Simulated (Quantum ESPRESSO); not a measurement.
**Electric field gradients in AlB$_{3}$P$_{4}$ (changed cell)**

```yaml
crystal:
  lattice:
    - [4.81457, 0.00000, 0.00000]
    - [0.00000, 4.81457, 0.00000]
    - [0.00000, 0.00000, 4.81457]
  atoms:
    - { symbol: Al, position: [0.00000, 0.00000, 0.00000] }
    - { symbol: P, position: [0.26846, 0.26846, 0.73154] }
    - { symbol: B, position: [0.00000, 0.50000, 0.50000] }
    - { symbol: P, position: [0.26846, 0.73154, 0.26846] }
    - { symbol: B, position: [0.50000, 0.00000, 0.50000] }
    - { symbol: P, position: [0.73154, 0.26846, 0.26846] }
    - { symbol: B, position: [0.50000, 0.50000, 0.00000] }
    - { symbol: P, position: [0.73154, 0.73154, 0.73154] }
```
The cell was made here from a computed Materials Project entry: one of 4 B replaced by Al, cell and atoms relaxed (PBE without dispersion, pw.x of a modified build of Quantum ESPRESSO, symmetry kept). The parent is BP in F-43m. The swapped cell is a model, not a known phase. Stability against distortions was not tested.

Computed: field gradients by PBE PAW (JTH datasets; density from pw.x of Quantum ESPRESSO, gradients reconstructed from it by a script), 20 Ha, k-mesh 5×5×5 through Γ.

```json
[
 {"site": "Al (atom 1)", "site symmetry": "-43m", "Vzz (a.u.)": "0", "η_Q": "–", "∣C_Q∣ (MHz)": "0 (²⁷Al)"},
 {"site": "P (atoms 2, 4, 6, 8)", "site symmetry": "3m", "Vzz (a.u.)": "-0.679", "η_Q": "0.00", "∣C_Q∣ (MHz)": "–"},
 {"site": "B (atoms 3, 5, 7)", "site symmetry": "-42m", "Vzz (a.u.)": "under 0.02", "η_Q": "–", "∣C_Q∣ (MHz)": "under 0.19 (¹¹B)"}
]
```

Quadrupole moments taken as inputs (sizes, barn, from the tables of PySCF and pymatgen): ²⁷Al 0.1466, ¹¹B 0.0406.

Convention: |Vzz| is the largest principal value, η_Q = (Vxx − Vyy)/Vzz, |C_Q| = |eQVzz/h|. Cores are frozen. P had no test against all-electron runs.
